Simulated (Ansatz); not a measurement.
According to plane-wave PAW r²SCAN (Ansatz code), AgW in the orthorhombic phase (Cmcm; Ag on 4c, W on 4c) relaxes to a = 2.703 Å, b = 11.040 Å, c = 4.479 Å. Against the elements it lies at 0.78 eV/atom, with no fitted shifts.

Electronic character: metallic (no gap).

An equation-of-state fit gives a bulk modulus of 184 GPa. Bader charges are Ag -0.23, W +0.23 e.

The start of the workflow was typed in or built on a structure type; neither database checked (COD, Materials Project) lists it. Whether it is the stable phase at ambient conditions was not checked. The cell was relaxed with r²SCAN under the symmetry of its start; its stability against distortions is not shown here. No spin polarisation was allowed. Its formation energy is positive at this level, so the cell may be metastable or incomplete. Axis ratios of metals converge slowly with the k-mesh, so a and c are less sure than the volume. The references are the lowest solids computed at this level, not always the standard phases. Spin–orbit coupling is left out wherever it is not named.

Potentials: the earlier of the program's two PAW sets.
